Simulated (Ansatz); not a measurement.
ZnCdSeS in space group P3m1 (No. 156; Zn on 1b, Cd on 1a, Se on 1b, S on 1a), the program Ansatz at the PBE level (PAW), all energies at zero smearing, with the estimated change up to a 700 eV cutoff added, with one set of potentials and settings (totals compare only within such a set). Cell of 4 atoms (1 Zn, 1 Cd, 1 Se, 1 S): -17947.209 eV.

```
element                reference phase  E (eV/atom)
-------  -----------------------------  -----------
Zn           C2/m, 3 atoms in the cell   -3319.0295
Cd       P6_3/mmc, 2 atoms in the cell   -8254.4547
Se         P3_121, 3 atoms in the cell   -5469.0798
S           Fddd, 32 atoms in the cell    -902.0599
```

Formation energy per atom, worked out: (-17947.209 − 1×(-3319.0295) − 1×(-8254.4547) − 1×(-5469.0798) − 1×(-902.0599))/4 = -0.646 eV/atom (-62 kJ per mol of atoms), at 0 K, without zero-point energy or fitted corrections.

The first step of the workflow began from a Materials Project structure, measured or hypothetical; the Crystallography Open Database copy checked does not list it. Its standing as an ambient phase is unchecked. The cell was relaxed with PBE under the symmetry of its start; its stability against distortions is not shown here. The references are the lowest solids computed at this level, not always the standard phases.

Potentials: the later of the program's two PAW sets.
